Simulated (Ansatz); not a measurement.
An element in the bcc structure gives these cold pressures by all-electron LAPW under LDA (Ansatz 0.2.0, scalar-relativistic, no spin polarisation).

```
V (Å³/atom)  P (GPa)
      29.91     0.00
      26.92     5.45
      23.93    13.67
      20.94     26.3
      17.94     47.7
      14.95     84.1
      11.96    165.0
```

(1) Which element is it?

Results:

(1) Y. Its zero-pressure volume in this structure is near 29.9 Å³/atom; the volume and the steepness of P(V) together point to it, though neighbours can come close. This is the case that was computed; others weren't tested.
